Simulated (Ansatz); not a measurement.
# Structures of InHgH3: which is lowest?

Plane-wave DFT in Ansatz with scalar-relativistic PAW potentials, cutoff 420 eV, Γ-centred meshes chosen by cell and gap, Gaussian smearing with energies taken to zero width. Every cell was relaxed (cell and atoms) in a run of its own, within the symmetry of its start. Functional: PBE.

Relaxed structures (starts from databases or built by putting these elements on another compound's sites):
A. R-3c, 10 atoms in the computed cell, a = 5.828 Å, c = 14.272 Å; sites (symmetry × multiplicity) In 32 × 6, Hg -3. × 6, H .2 × 18; start: built
B. P6_3/mmc, 10 atoms in the computed cell, a = 7.187 Å, c = 5.439 Å; sites (symmetry × multiplicity) In -3m. × 2, Hg -6m2 × 2, H mm2 × 6; start: built

Rank them by energy. Could pressure change the order?

```csv
structure,group,E − E(lowest) (meV/atom),V (Å³/atom),gap on mesh (eV)
A,R-3c,0.0,13.99,0.00
B,P6_3/mmc,69,24.33,0.00
```

A is lowest, 69 meV/atom under B. The lowest is also the densest of these, so pressure wouldn't bring one of the others in at first order. Other structures may lie lower than all of these, and vibrations aren't counted.

Spin-orbit coupling is left out, which matters for the bands of heavy elements.